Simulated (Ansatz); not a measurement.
Input and command of a plane-wave DFT calculation in Ansatz:

```yaml
crystal:
  lattice:
    - [3.4752178547, 0.0, 0.0]
    - [-1.7376089273, 3.0096269459, 0.0]
    - [0.0, 0.0, 5.3767071348]
  atoms:
    - { symbol: Zr, position: [0.3333333333, 0.6666666667, 0.25] }
    - { symbol: Zr, position: [0.6666666667, 0.3333333333, 0.75] }
basis:
  ecutwfc: 500
kpoints:
  mp_grid: { grid: [6, 6, 4] }
hamiltonian:
  xc: r2scan
scf:
  occupations: { method: gaussian, width: 0.1 }
output:
  forces: true
  stress: true
  eigenvalues: true
```

```bash
ansatz run input.yaml --threads 1 --pin off --max-ram 2560MiB --backend cpu --events-out ev --progress --plain --runs-dir out
```

Processor: Arm Neoverse V1, 1 thread, on a host shared with other jobs.

Problem. Estimate time, memory and problem size.

Solution. About 4.1 s on 1 thread of Arm Neoverse V1, on a shared host, peak memory 0.42 GiB. It solves 16 bands at 21 k points (the mesh reduced by symmetry) with about 1435 plane waves, in 6 SCF iterations.
